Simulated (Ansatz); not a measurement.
# MoSi2 (MoSi2 type, space group I4/mmm): scan of one atom of the cell

MoSi2 (MoSi2 type, space group I4/mmm)

```yaml
crystal:
  lattice:
    - [-1.60850, 1.60850, 3.93661]
    - [1.60850, -1.60850, 3.93661]
    - [1.60850, 1.60850, -3.93661]
  atoms:
    - { symbol: Mo, position: [0.00000, 0.00000, 0.00000] }
    - { symbol: Si, position: [0.33511, 0.33511, 0.00000] }
    - { symbol: Si, position: [0.66489, 0.66489, 0.00000] }
```

In each cell atom 2 (Si, nearest neighbour Si at 2.596 Å; its periodic images, 3.2 Å or more away, move with it) moves by s·(0.577, 0.577, 0.577) (along Cartesian [111]), the rest being held.

These are PBE (plane waves to 420 eV, PAW, scalar-relativistic; Ansatz, a quantum-chemistry and plane-wave program) values and carry that method's errors. k mesh 16×16×16 (Γ-centred), Fermi-Dirac smearing 0.05 eV. Energies are smeared free energies. Compression counts positive. Left out: 1 of 11 points, with atoms too close for the PAW data. With partly filled bands, energies and forces of such displacements shift with the k mesh and the smearing. F∥ is the force on the atom along that direction. F⊥ is the part of the force across the line. MoSi2 is run without spin polarisation. MoSi2 was relaxed with its symmetry unable to fall. The PAW data are Ansatz's earlier set. ΔE is measured from the undisplaced structure.

```
s (Å)   ΔE (eV/cell)  |F⊥| (eV/Å)  F∥ (eV/Å)  P (GPa)
------  ------------  -----------  ---------  -------
-0.780         3.687        0.451     13.596     34.6
-0.624         2.030        0.745      8.135     20.0
-0.468         1.034        0.751      4.907     10.1
-0.312         0.437        0.591      2.879      3.8
-0.156         0.108        0.326      1.382      0.5
0.000          0.000        0.002     -0.001      0.0
0.156          0.119        0.360     -1.591      2.2
0.312          0.526        0.704     -3.744      7.5
0.468          1.340        0.956     -6.923     16.3
0.624          2.773        0.979    -11.800     29.4
```

Summary:

- Energy at s = 0.624 Å = 2773 meV/cell
- Force along the line at s = -0.780 Å = 13.6 eV/Å
- Symmetry of the curve = not even: the positive side lies higher at ±0.624 Å
- Shape of the curve = a single well with its minimum at or next to zero displacement
- Force constant k = d²E/ds² at s = 0 (finite differences) = 9.17 eV/Å²
- Harmonic estimate at the end of the scan = ½ks² = 1785 meV/cell against the computed 2773 meV/cell, so the well is stiffer than harmonic there

(A displaced cell: forces are minus the slopes of the energy, force constants its curvatures, and phonons follow from these.)
